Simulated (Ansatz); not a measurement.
The start is a relaxed P2Pd cell, doubled along one cell vector, shaken by Gaussian noise of σ = 0.08 Å a coordinate. A full variable-cell relaxation at zero pressure is run with r2SCAN (plane waves to 500 eV, PAW, scalar-relativistic; Ansatz, an electronic-structure program). The first steps use a coarse 3×6×5 k-mesh.

Input geometry:
```
P2Pd
1.0
    6.89360    -5.86487     0.00000
    3.44680     2.93244     0.00000
   -3.09231     0.00000     5.00812
P Pd
8 4
Direct
  0.03505   0.31839   0.34043
  0.52656   0.30186   0.34588
  0.45392   0.72505   0.66445
  0.98432   0.69239   0.69699
  0.35178   0.91539   0.18425
  0.83650   0.94371   0.17004
  0.16780   0.04625   0.82404
  0.66890   0.07879   0.83291
  0.25583   0.01459   0.50727
  0.75257   0.97734   0.49573
  0.99350   0.49589   0.99486
  0.49187   0.46845   0.97141
```

```yaml
largest_initial_force: 3.74 eV/Å, on P3 (atoms numbered as listed)
relative_to_the_parent: The parent structure is recovered, C2/c (No. 15)
Shortest distances (start → end): "The closest pairs of elements (up to four, under 3.6 Å), start → end: P–Pd 2.16 → 2.35 Å; P–P 2.19 → 2.21 Å; Pd–Pd 2.91 → 3.14 Å"
optimiser_moves: 5
```

The end point of the relaxation:

Space group C2/c (No. 15); a = 6.893 Å, b = 5.865 Å, c = 5.886 Å, α = γ = 90.00°, β = 121.69°

| atom | site | symmetry | x | y | z |
|---|---|---|---|---|---|
| P | 8f | 1 | 0.1862 | 0.1241 | 0.3340 |
| Pd | 4c | -1 | 0.2500 | 0.2500 | 0.0000 |
(The calculation used a cell of 6 atoms; values per cell refer to that cell.)

Final values are on a 8×8×7 k-mesh of the relaxed cell. No spin polarisation in the result.

The cell that was disturbed is our relaxation of an entry of Materials Project.
